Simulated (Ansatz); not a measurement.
Values for one crystal, relaxed and computed with the program Ansatz at the r²SCAN level (PAW); other levels are named.

- Volume per atom: 14.40 Å³
- Electronic character: metallic (no gap)
- Formation energy from the elements (no fitted shifts): -0.11 eV/atom
- Density of states at the Fermi level: 0.82 states/eV per atom (mean over ±0.08 eV)

Which compound is it?
(A) NaTl, Fd-3m (Na on 8b, Tl on 8a)
(B) VMo, Cmmm (V on 2c, Mo on 2a)
(C) ZrSn2, Fddd (Zr on 8b, Sn on 16f)
(D) Ba2Hg, MoSi2 or CaC2 type

B, VMo, Cmmm (V on 2c, Mo on 2a)

The first step of the workflow began from a Materials Project structure, measured or hypothetical; the Crystallography Open Database copy checked does not list it. With V and Mo taken as one species the cell has the higher symmetry Im-3m, so it may be an ordered model of a mixed-site phase. Whether it is the stable phase at ambient conditions was not checked. Symmetry was held in the r²SCAN relaxation; whether a distortion lowers the energy is not shown. No spin polarisation was allowed. The references are the lowest solids computed at this level, not always the standard phases. Spin–orbit coupling is left out wherever it is not named.

Potentials: the later of the program's two PAW sets.
